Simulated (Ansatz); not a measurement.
FeCu (Cmmm); spiral at 0.833 of the way from Γ to S.

```
Fe Cu
1.0
     1.43827   -1.98793    0.00000
     1.43827    1.98793    0.00000
     0.00000    0.00000    4.13814
Fe Cu
1 1
Direct
  0.00000 0.00000 0.00000
  0.50000 0.50000 0.50000
```

The geometry is a structure from the Materials Project, held fixed and not relaxed.

Settings: PBEsol, 12×12×6 k mesh, Fermi–Dirac smearing of 0.03 eV, spiral q = (0.0000, 0.4167, 0.0000), mesh shifted by (0.0, 0.5, 0.0) steps. PAW means Ansatz 0.2.0 on its default frozen-core files. Site moments are integrated in spheres about the atoms. Start moments (μB): Fe1 2.6.

Iteration by iteration:

| iteration | Harris–Foulkes energy less the last (meV) | density residual (eV) | ∫|m| (μB) |
| --- | --- | --- | --- |
| 1 | -6995.119 | 2.0e+02 | 0.6737 |
| 2 | -83880.657 | 4.5e+02 | 0.3982 |
| 3 | -8080.926 | 3.9e+01 | 1.6358 |
| 4 | -1560.605 | 1.2e+01 | 1.9766 |
| 5 | 154.822 | 4.4e-02 | 2.0992 |
| 6 | 123.639 | 2.0e-01 | 2.1947 |
| 7 | 11.253 | 8.6e-01 | 2.1949 |
| 8 | 71.457 | 2.6e-01 | 2.2472 |
| 9 | 68.186 | 8.4e-03 | 2.2645 |
| 10 | 18.676 | 9.8e-03 | 2.3555 |
| 11 | -2.261 | 3.2e-02 | 2.4993 |
| 12 | -0.489 | 6.1e-03 | 2.5281 |
| 13 | 0.022 | 1.0e-04 | 2.5296 |
| 14 | 0.003 | 6.2e-06 | 2.5279 |
| 15 | 0.001 | 6.7e-07 | 2.5284 |
| 16 | 0.000 | 1.5e-07 | 2.5286 |
| 17 | 0.000 | 5.9e-08 | 2.5287 |

Site moments (μB): Fe1 2.35, Cu2 0.02. Cell moment 2.22 μB in the turning frame.

The PAW files were made with PBE; the program remakes their cores once for the run's functional and then keeps them frozen. The Ansatz runs typed with the search for lower states off end where their start leads. These are results for the start and cell typed. The real compound can order otherwise, in a larger cell, or not at all, since semilocal functionals without spin fluctuations often overstate magnetism; near a collapse of the moment, mesh and smearing move it by tens of per cent.
